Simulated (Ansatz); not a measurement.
Zr in space group P6/mmm (No. 191; Zr on 1a, Zr on 2d) at seven volumes, DFT-PBEsol in the program Ansatz with PAW potentials, shape and atoms relaxed at each. One row is withheld.

```json
[
 {"V (Å³/atom)": "20.198", "P (GPa)": "11.34"},
 {"V (Å³/atom)": "20.864", "P (GPa)": "?"},
 {"V (Å³/atom)": "21.529", "P (GPa)": "3.28"},
 {"V (Å³/atom)": "22.195", "P (GPa)": "0.00"},
 {"V (Å³/atom)": "22.861", "P (GPa)": "-2.86"},
 {"V (Å³/atom)": "23.527", "P (GPa)": "-5.35"},
 {"V (Å³/atom)": "24.193", "P (GPa)": "-7.53"}
]
```

**Question.** Fit the shown pressures and predict the withheld one.

**Answer.** P = (3/2)B₀(x^(7/2) − x^(5/2))[1 + (3/4)(B′ − 4)(x − 1)] with x = (V₀/V)^(2/3). Least squares on the six rows gives V₀ = 22.195 Å³/atom, B₀ = 102 GPa, B′ = 3.54. At V = 20.864, x = 1.0421 and P = 7.04 GPa. The run itself gave 7.03 GPa.

This is a known high-pressure phase of the composition, computed here at zero pressure and temperature. The cell was relaxed with PBEsol under the symmetry of its start; of distortions, only those at the zone centre were tested. No spin polarisation was allowed.

Potentials: the later of the program's two PAW sets.
